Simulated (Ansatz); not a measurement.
Calculated coordination and ³³S quadrupole coupling for HfCrAgS4

Cell: a Materials Project structure (computed, not necessarily an observed phase), atoms as given.

```cif
data_HfCrAgS4
_symmetry_space_group_name_H-M 'Imma'
_symmetry_Int_Tables_number 74
_cell_length_a 7.4275
_cell_length_b 7.4335
_cell_length_c 10.4295
_cell_angle_alpha 90.000
_cell_angle_beta 90.000
_cell_angle_gamma 90.000
loop_
_atom_site_label
_atom_site_type_symbol
_atom_site_symmetry_multiplicity
_atom_site_Wyckoff_symbol
_atom_site_fract_x
_atom_site_fract_y
_atom_site_fract_z
Hf Hf 4 a 0.0000 0.0000 0.0000
Cr Cr 4 d 0.2500 0.2500 0.7500
Ag Ag 4 e 0.5000 0.2500 0.1296
S7 S 8 i 0.2656 0.7500 0.4840
S9 S 8 h 0.5000 0.4661 0.7429
```

One atom of each set is listed; the run and its k-mesh use a cell of 14 atoms with edges of 7.40, 7.40, 7.40 Å.

The numbers come from a DFT calculation in Ansatz (r2SCAN, plane waves and PAW, scalar-relativistic, collinear spin, 500 eV cutoff, Γ-centred 5×5×5 k-points, Fermi–Dirac smearing 0.02 eV). Start moments as typed (μB): 3 on each Cr, none on the rest.

Q(³³S) = -69.40 mb.

Task: Rank these S sites by |C_Q|, smallest first.
A. S7: 1 Cr at 2.44 Å, 1 Ag at 2.49 Å, 2 Hf at 2.55 Å
B. S9: 2 Cr at 2.46 Å, 1 Ag at 2.49 Å, 1 Hf at 2.55 Å

Result: A (5.50 MHz, η = 0.48), B (7.60 MHz, η = 0.01).

At S7 V_zz points along its one bond to Cr (within 4°). Like point charges on the first shell alone (each adding as 1/d³) would put S7 above S9: the covalent part of each bond and the atoms beyond the first shell count as well.

The program didn't check the stability of this electronic state in full, so a lower one may lie near. Without spin–orbit coupling the gradients at and beside Hf can be off by some per cent, at some sites by more. All moments are parallel here, as the start or the cell imposes; many such compounds order antiparallel, where fields and spin densities carried over to other atoms largely cancel. The magnetic order is the one that the run reached from its start moments, not necessarily the measured one.
